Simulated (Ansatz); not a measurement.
CrB:
```
CrB
1.0
    1.45160    -3.89775     0.00000
    1.45160     3.89775     0.00000
    0.00000     0.00000     2.90167
Cr B
2 2
Cartesian
  1.45160  -2.76532   2.17625
  1.45160   2.76532   0.72542
  1.45160  -0.50667   2.17625
  1.45160   0.50667   0.72542
```

Relaxed with r²SCAN.

Problem. Map the valence electron density (e/Å³), cut off at 2 on the plane through (0.855, 0.145, 0.750) spanned by u = [0, 0, 1] and v = [1, -1, 0] in lattice vectors, from the program Ansatz at the r²SCAN level (PAW).

Solution. x is the fraction of u, y of v (the angle between them is 90°; rows are the nearest grid lines); atoms in the plane: Cr at (0.00, 0.00), Cr at (0.50, 0.29), B at (0.00, 0.71), B at (0.50, 0.58).
```
|@@@@#.     .#@@@@|
|@@@@-       -@@@@|
|@@@=.       .=@@@|
|..             ..|
|....         ....|
|::...       ...::|
|.:::..     ..:::.|
| .:-::.....::-:. |
|:::::--:::--:::::|
|:::::-::.::-:::::|
|  ..:::. .:::..  |
|    ..:::::..    |
|     ..:::..     |
|        .        |
|     .-*#*-.     |
|    .*@@@@@*.    |
|   .*@@@@@@@*.   |
|   .+@@@@@@@+.   |
|    .:*@@@*:.    |
|     ..:::..     |
|.               .|
|@@@=.       .=@@@|
|@@@@-.     .-@@@@|
|@@@@#.     .#@@@@|
```
Scale: ten equal steps from 0.235 (start of ' ') to 2.00 (end of '@'), in the order ' .:-=+*#%@'; x runs from 0.000 to 1.00, y from 0.000 (bottom) to 1.00 (top).

The density is the valence pseudo-density with augmentation charge, so density and ELF within about 1 Å of a nucleus are not all-electron values.

Space group Cmcm. The workflow started from an entry of the Crystallography Open Database (COD). Its standing as an ambient phase is unchecked. Symmetry was held in the r²SCAN relaxation; its stability against distortions is not shown here. The workflow began spin-polarised and lost its moments.

Potentials: the later of the program's two PAW sets.
